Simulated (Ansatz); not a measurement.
Be₂Ru:
```
CELL_PARAMETERS angstrom
      0.00000     3.04933     3.04933
      3.04933     0.00000     3.04933
      3.04933     3.04933     0.00000
ATOMIC_POSITIONS crystal
  Be 0.62500 0.62500 0.62500
  Be 0.12500 0.62500 0.62500
  Be 0.62500 0.12500 0.62500
  Be 0.62500 0.62500 0.12500
  Ru 0.25000 0.25000 0.25000
  Ru 0.00000 0.00000 0.00000
```

Relaxed with r²SCAN. Special points in fractions of this cell's reciprocal vectors: Γ (0.000, 0.000, 0.000); X (0.500, 0.000, 0.500); U (0.625, 0.250, 0.625); K (0.375, 0.375, 0.750); L (0.500, 0.500, 0.500); W (0.500, 0.250, 0.750).

### Question
List the band energies nearest the Fermi level at these points for plane-wave PAW r²SCAN (Ansatz code).

### Answer
In eV from the Fermi level; about four levels below and three above (degenerate sets whole), none deeper than 8.9 eV; points with the same levels are listed once.

```
k                    below                     above
-  -----------------------  ------------------------
Γ  -3.81 -3.81 -3.81 -3.45  0.20 0.20 4.58 4.58 4.58
X  -0.60 -0.60 -0.51 -0.51       1.65 1.65 7.57 7.57
U  -1.12 -0.82 -0.26 -0.11            1.99 3.04 7.02
L  -2.30 -2.30 -0.52 -0.52            0.82 1.96 1.96
W  -0.88 -0.88 -0.71 -0.71       2.81 2.81 6.83 6.83
```

Space group Fd-3m (cubic Laves (MgCu2 type)). A made-up cell: these elements were put on the sites of a structure type; neither database checked (COD, Materials Project) lists it. Whether it is the stable phase at ambient conditions was not checked. The cell was relaxed with r²SCAN under the symmetry of its start; whether a distortion lowers the energy is not shown. No spin polarisation was allowed. Spin–orbit coupling is left out wherever it is not named.

Potentials: the earlier of the program's two PAW sets.
